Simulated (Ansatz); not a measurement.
## Moment against volume in NaTiO2 (R-3m)

```xyz
4
Lattice="1.5066 0.8698 5.3990 -1.5066 0.8698 5.3990 0.0000 -1.7397 5.3990" Properties=species:S:1:pos:R:3 pbc="T T T"
Na    0.0000    0.0000    0.0000
Ti    0.0000    0.0000    8.0986
O     0.0000    0.0000   12.3714
O     0.0000    0.0000    3.8257
```

The reference geometry is a structure from the Materials Project; nothing is relaxed.

Common settings: LDA, 10×10×10 k mesh, Fermi–Dirac smearing of 0.03 eV. PAW means Ansatz 0.2.0 on its default frozen-core files; LAPW is all-electron LAPW in Ansatz 0.2.0. Site moments are integrated in spheres about the atoms, whose radii differ between the methods. Start moments of the first PAW run (μB): Ti2 1.

The cell shown is scaled evenly to other volumes, and every spin-polarised run starts from the same moments.

The search for lower states is left at its default.

```json
{"V/V₀": "0.72", "Å³/atom": "7.64", "M PAW (μB/cell)": "0.00", "M LAPW (μB/cell)": "0.00", "largest site moment, PAW (μB)": "0.00", "P PAW (GPa)": "90.7", "P LAPW (GPa)": "91.2", "F − F(unpolarised), PAW (meV/atom)": "0"}
{"V/V₀": "0.8", "Å³/atom": "8.49", "M PAW (μB/cell)": "0.00", "M LAPW (μB/cell)": "–", "largest site moment, PAW (μB)": "0.00", "P PAW (GPa)": "44.1", "P LAPW (GPa)": "–", "F − F(unpolarised), PAW (meV/atom)": "0"}
{"V/V₀": "0.85", "Å³/atom": "9.02", "M PAW (μB/cell)": "0.00", "M LAPW (μB/cell)": "0.00", "largest site moment, PAW (μB)": "0.00", "P PAW (GPa)": "24.4", "P LAPW (GPa)": "24.6", "F − F(unpolarised), PAW (meV/atom)": "0"}
{"V/V₀": "0.9", "Å³/atom": "9.55", "M PAW (μB/cell)": "0.00", "M LAPW (μB/cell)": "–", "largest site moment, PAW (μB)": "0.00", "P PAW (GPa)": "?", "P LAPW (GPa)": "–", "F − F(unpolarised), PAW (meV/atom)": "0"}
{"V/V₀": "0.95", "Å³/atom": "10.08", "M PAW (μB/cell)": "0.00", "M LAPW (μB/cell)": "0.00", "largest site moment, PAW (μB)": "0.00", "P PAW (GPa)": "-1.4", "P LAPW (GPa)": "-1.3", "F − F(unpolarised), PAW (meV/atom)": "0"}
{"V/V₀": "1", "Å³/atom": "10.61", "M PAW (μB/cell)": "0.00", "M LAPW (μB/cell)": "0.00", "largest site moment, PAW (μB)": "0.00", "P PAW (GPa)": "-9.7", "P LAPW (GPa)": "-9.6", "F − F(unpolarised), PAW (meV/atom)": "0"}
{"V/V₀": "1.05", "Å³/atom": "11.14", "M PAW (μB/cell)": "0.00", "M LAPW (μB/cell)": "–", "largest site moment, PAW (μB)": "0.00", "P PAW (GPa)": "-16.0", "P LAPW (GPa)": "–", "F − F(unpolarised), PAW (meV/atom)": "0"}
{"V/V₀": "1.1", "Å³/atom": "11.67", "M PAW (μB/cell)": "0.00", "M LAPW (μB/cell)": "–", "largest site moment, PAW (μB)": "0.00", "P PAW (GPa)": "-20.7", "P LAPW (GPa)": "–", "F − F(unpolarised), PAW (meV/atom)": "0"}
{"V/V₀": "1.18", "Å³/atom": "12.52", "M PAW (μB/cell)": "?", "M LAPW (μB/cell)": "–", "largest site moment, PAW (μB)": "0.60", "P PAW (GPa)": "-25.0", "P LAPW (GPa)": "–", "F − F(unpolarised), PAW (meV/atom)": "?"}
```

Q: Give the missing entry: row "1.18", column "M PAW (μB/cell)".

A: 0.85.

Q: What belongs in the row "1.18", column "F − F(unpolarised), PAW (meV/atom)"?

A: -2.

Q: Fill in "P PAW (GPa)" for the row "0.9".

A: 9.7.

The moments are gone at V/V₀ = 1.1 (-21 GPa) and below, and present from 1.18 (-25 GPa) upwards, where the largest is 0.60 μB at first.

The PAW files were made with PBE; the program remakes their cores once for the run's functional and then keeps them frozen.  These are results for the start and cell typed. The real compound can order otherwise, in a larger cell, or not at all, since semilocal functionals at zero temperature often overstate magnetism.
